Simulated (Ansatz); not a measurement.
## FeNi (P4/mmm): electronic heat capacity from the density of states

Level of theory: Ansatz, DFT r2SCAN, scalar-relativistic, plane waves, PAW.

Settings: cutoff 500 eV, Γ-centred mesh 16×16×12 on the computed 2-atom cell, Gaussian smearing of 0.10 eV; collinear spin from starting moments 3.25 0.85 μB.

Relaxed cell: P4/mmm, a = 2.513 Å, b = 2.513 Å, c = 3.535 Å, α = 90.00°, β = 90.00°, γ = 90.00°, 2 atoms in the primitive cell. Whether it is the stable form of this composition wasn't checked.

The density of states at the Fermi level is 1.253 states/eV in the cell of 2 atoms (1 formula unit; both spins, tetrahedra on a 24×24×18 mesh). The run ends with a moment of 3.53 μB a cell (largest on a site 2.95 μB), and the figure is for this state; a paramagnetic sample can have a quite different one. Another magnetic order, if the compound takes it, can change N(E_F) and the shape of the cell a good deal.

What Sommerfeld coefficient does this give?

Per formula unit N(E_F) = 1.253 states/eV. γ = (π²/3) k_B² N(E_F) N_A = 2.357 mJ/(mol K²) per state/eV, so γ = 3.0 mJ/(mol K²), a mole of formula units. This is the bare band result: a measured γ of the same phase and magnetic order is as a rule larger by a factor 1 + λ from phonons and spin fluctuations. N(E_F) at one energy is sensitive to the mesh where the density of states has sharp peaks.

The state reached may not be the lowest one. Only parallel moments were tried here.

Only this magnetic start was tried.

Cost: 1 run of about 1.8 core-minutes, on Arm Neoverse V1 (shared hosts).